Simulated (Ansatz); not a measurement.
Calculated O-17 NMR of the central transition for PHPbO4

Cell: a Materials Project structure (computed, not necessarily an observed phase), atoms as given.

Space group P2/c (No. 13); a = 4.7970, b = 6.6660, c = 5.8509 Å, β = 97.06°.

```
site  Wyckoff  site symmetry       x       y       z
   H       2a             -1  0.0000  0.0000  0.5000
   P       2e              2  0.0000  0.7113  0.2500
  Pb       2f              2  0.5000  0.3005  0.2500
  O7       4g              1  0.7579  0.5813  0.1286
 O11       4g              1  0.8822  0.8467  0.4345
```

One atom of each set is listed.

Computed with Ansatz: DFT, PBE, plane waves and PAW, with spin–orbit coupling, 420 eV cutoff, Γ-centred 4×3×4 k-points, Fermi–Dirac smearing 0.02 eV.

O-17 has I = 5/2 and Q = -25.58 mb (Pyykkö 2018); at 9.4 T its Larmor frequency is ν₀ = 54.3 MHz. Only the quadrupole interaction is simulated: positions count from each site's isotropic chemical shift, and shift anisotropy, dipolar and J coupling are left out.

Question: Give C_Q, η, the quadrupolar product P_Q = |C_Q|(1 + η²/3)^½, the second-order isotropic shift and the breadth of the pattern (static powder) for each O site.

Answer: 

```
site                                                    first shell  C_Q (MHz)     η  P_Q (MHz)  δ_QIS (ppm)  breadth (kHz)
  O7                        1 P at 1.55 Å; also 2 Pb at 2.40–2.53 Å      -5.67  0.70       6.12        -76.2           30.3
 O11  1 H at 1.21 Å, 1 P at 1.56 Å, angle 121°; also 1 Pb at 2.93 Å      -5.89  0.54       6.17        -77.4           29.6
```

δ_QIS = −(ν_Q²/30ν₀²)[I(I+1) − 3/4](1 + η²/3) × 10⁶ ppm with ν_Q = 3|C_Q|/[2I(2I−1)]; it falls as 1/B₀² in ppm, and the breadth as 1/B₀ in kHz.

At O7 V_zz points along its bond to P (within 3°).
